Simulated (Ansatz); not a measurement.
# BaCuBiTe3: what a change of hamiltonian.pseudopotentials, basis.ecutwfc does

Level of theory: PBEsol+U (Cu 4 eV), no spin polarisation, scalar-relativistic; Ansatz, plane waves to 420 eV (PAW set soft_2), k-mesh 2×2×2. These are the settings of the reference run.

Cell:

```
cell
1.0
    -6.7132   -7.1514    0.0000
    -6.7132    7.1514    0.0000
     0.0000    0.0000  -11.5076
Ba Cu Bi Te
6 6 6 18
Direct
  0.2489 0.7511 0.7500
  0.9156 0.4178 0.7500
  0.5822 0.0844 0.7500
  0.7511 0.2489 0.2500
  0.4178 0.9156 0.2500
  0.0844 0.5822 0.2500
  0.5383 0.4617 0.7500
  0.2049 0.1284 0.7500
  0.8716 0.7951 0.7500
  0.4617 0.5383 0.2500
  0.1284 0.2049 0.2500
  0.7951 0.8716 0.2500
  0.0000 0.0000 0.5000
  0.6667 0.6667 0.5000
  0.3333 0.3333 0.5000
  0.0000 0.0000 0.0000
  0.6667 0.6667 0.0000
  0.3333 0.3333 0.0000
  0.6439 0.3561 0.5569
  0.3106 0.0227 0.5569
  0.9773 0.6894 0.5569
  0.3561 0.6439 0.4431
  0.0227 0.3106 0.4431
  0.6894 0.9773 0.4431
  0.6439 0.3561 0.9431
  0.3106 0.0227 0.9431
  0.9773 0.6894 0.9431
  0.3561 0.6439 0.0569
  0.0227 0.3106 0.0569
  0.6894 0.9773 0.0569
  0.9316 0.0684 0.7500
  0.5983 0.7350 0.7500
  0.2650 0.4017 0.7500
  0.0684 0.9316 0.2500
  0.7350 0.5983 0.2500
  0.4017 0.2650 0.2500
```

The reference run of this cell is solved again as a single point with these keys changed:

| key | reference run | changed run |
| --- | --- | --- |
| hamiltonian.pseudopotentials | not typed | {kind: nc, accuracy: standard} |
| basis.ecutwfc | 420 | 14.7 Ry |

Question: How far do the results move?

Answer: 

| quantity | reference run | changed run |
| --- | --- | --- |
| pressure (GPa) | 0.0 | -21.9 |
| largest force (eV/Å) | 0.06 | 2.80 |
| gap on the mesh (eV) | 1.00 | 0.00 |

The Hamiltonian isn't the same, so energies aren't compared. It took 16 iterations.

Caveats: a single point, atoms not relaxed again; semilocal functionals make gaps too small and can close them; the changed cutoff lies under the advised one, so the shift is an error of the basis.
